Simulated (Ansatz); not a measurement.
An Ansatz input:

```yaml
crystal:
  lattice:
    - [3.2561640143, 0.0, 0.0]
    - [0.0, 3.2561640143, 0.0]
    - [0.0, 0.0, 3.2561640143]
  atoms:
    - { symbol: Sn, position: [0.0, 0.0, 0.0] }
hamiltonian:
  xc: blyp
  pseudopotentials:
    kind: paw
    azcp:
      Sn: "pseudopotentials/Sn.paw.azcp"
basis:
  ecutwfc: 420
  fft_grid_basis: typed
kpoints:
  mp_grid: { grid: [16, 16, 16], shift: [0, 0, 0] }
magnetization:
  spin_polarized: false
scf:
  occupations: { method: fermi_dirac, width: 0.1 }
output:
  stress: true
  write_density: true
  write_potential: true
  elf: true
  volumetric_format: npy
```

Output

```
Engine: ansatz 0.2.0, aarch64-unknown-linux-gnu
Pseudopotentials: kind: paw
Pseudopotential: Sn, paw, valence charge 14, recommended cutoff 420 eV (normal) 
Functional definition: BLYP
  parameter beta = 0.0042
  parameter a = 0.04918
  parameter b = 0.132
  parameter c = 0.2533
  parameter d = 0.349
  exchange = b88_x(beta = beta)
  correlation = lyp_c(a = a, b = b, c = c, d = d)
Crystal: 1 atoms, lattice volume = 34.524 Å³
Basis set: ecut = 420 eV, 691 PW (Γ), exchange–correlation on 48×48×48 points (8 copies of the dense FFT grid, shifted against one another)
Bands: 11, of which v1, the nominal top of the filled ones, is band 7 counted from 1 (6 counted from 0)
Symmetry: 48 space group operations
Space group: Pm-3m (ITA 221), of the structure as read, at distance tolerance 3.3e-5 Å
k-points: 165 of 4096
Non-local potential: Sn, projectors of the file, l = 0: 2, l = 1: 2, l = 2: 2, l = 3: 2
PAW form: soft (Blöchl's): semilocal exchange-correlation on the pseudo side does not see the compensation charge
PAW frozen core: Sn, regenerated for the run's functional, and the local potential with it (the file was generated under x = pbe(κ = 0.804, μ = 0.2195149727645171), c = pbe(β = 0.06672455060314922))
PAW one-centre angular grid: Sn, 590 points (default); XC on 64 Gauss nodes
Initial density: superposition of atomic densities (neutral atoms: chi_scale 0, normalization atom), corrected by the library's trained network
Initial wavefunctions: pseudopotential atomic-orbital guess
Functional: x = b88, c = lyp
SCF iter   1: F=—  HF=-6040.461347 eV  |F-HF|=—  |Δ(HF+E_count)|=         —  Δρ=5.32e-3  dr2=9.35e-3  ethr=1.77e-3  ⟨swp⟩=5.2  Hψ=11291  notcnv=0
SCF iter   2: F=—  HF=-6040.459507 eV  |F-HF|=—  |Δ(HF+E_count)|=   1.84e-3  Δρ=3.42e-3  dr2=4.72e-3  ethr=6.68e-5  ⟨swp⟩=1.3  Hψ=3182  notcnv=0
SCF iter   3: F=—  HF=-6040.458566 eV  |F-HF|=—  |Δ(HF+E_count)|=   9.41e-4  Δρ=4.83e-4  dr2=6.85e-5  ethr=3.37e-5  ⟨swp⟩=2.0  Hψ=2059  notcnv=0
SCF iter   4: F=—  HF=-6040.458620 eV  |F-HF|=—  |Δ(HF+E_count)|=   5.39e-5  Δρ=4.20e-4  dr2=4.40e-5  ethr=4.89e-7  ⟨swp⟩=2.0  Hψ=3007  notcnv=0
SCF iter   5: F=—  HF=-6040.458595 eV  |F-HF|=—  |Δ(HF+E_count)|=   2.52e-5  Δρ=1.76e-4  dr2=7.94e-6  ethr=3.14e-7  ⟨swp⟩=2.4  Hψ=2983  notcnv=0
SCF iter   6: F=-6040.458590 eV  HF=-6040.458590 eV  |F-HF|=5.99e-8  |Δ(HF+E_count)|=   5.19e-6  Δρ=1.61e-5  dr2=5.33e-8  ethr=7.14e-10  ⟨swp⟩=8.0  Hψ=12909  notcnv=0
SCF 1 converged in 6 iterations: F = -6040.458590 eV  dr2 = 5.33e-8
SCF converged after 6 iterations
Free energy (F): -6040.458590 eV
Harris-Foulkes:  -6040.458590 eV  (|F-HF|=5.99e-8)
Internal energy: -6040.434525 eV  (E = F + TS)
E sigma→0 (E₀):  -6040.446557 eV
Entropy (-TS):   -0.024064 eV (-24.064 meV/atom)
Fermi energy:    7.881725 eV
--- Per-component energies (eV) ---
  E_band       = -118.664669
  E_kinetic    = 185.682953
  E_local      = -1032.404145  (includes V_loc(G=0)·N_el)
  E_nonlocal   = -33.244104
  E_hartree    = 602.453923
  E_xc         = -379.525599
  E_vxc        = -93.367848  (∫ρ·V_xc dr)
  E_paw        = -4153.635542  (= ΣΔE_a)
  E_vpaw       = -350.248414  (= ΣTr[D̂ρ^β])
  E_aug_tail   = -0.000000  (compensation charges beyond the density's cutoff)
  E_ewald      = -1229.635734
  E_core_change = -0.126277  (= ΣΔE_core)
  E_smearing   = -0.024064  (= −TS)
  E_closure    = -0.000000  (closes the sum)
  Σ components = -6040.458590   (vs F -6040.458590, Δ=0.00e0)
--- Stress (GPa, compression-positive) ---
       -2.049048       0.000000       0.000000
        0.000000      -2.049048       0.000000
        0.000000       0.000000      -2.049048
  P = ⅓ Tr σ = -2.0490 GPa (-20.490 kbar)
--- Band table (eV; the first three rows and the last of 165) ---
  k-point 0: bands = ["-13.5460", "-13.5460", "-13.3229", "-13.3229", "-13.3229", "-1.7857", "12.4255", "12.4255", "12.4255", "16.0549", "16.0549"]
  k-point 1: bands = ["-13.5456", "-13.5389", "-13.3251", "-13.3251", "-13.3227", "-1.7338", "11.7456", "12.4778", "12.4778", "16.0983", "16.4629"]
  k-point 2: bands = ["-13.5446", "-13.5189", "-13.3312", "-13.3312", "-13.3222", "-1.5789", "10.4208", "12.6321", "12.6321", "16.2283", "16.7607"]
  k-point 164: bands = ["-13.4438", "-13.4438", "-13.4438", "-13.2428", "-13.2428", "5.4910", "7.9976", "7.9976", "7.9976", "13.8608", "13.8608"]
```
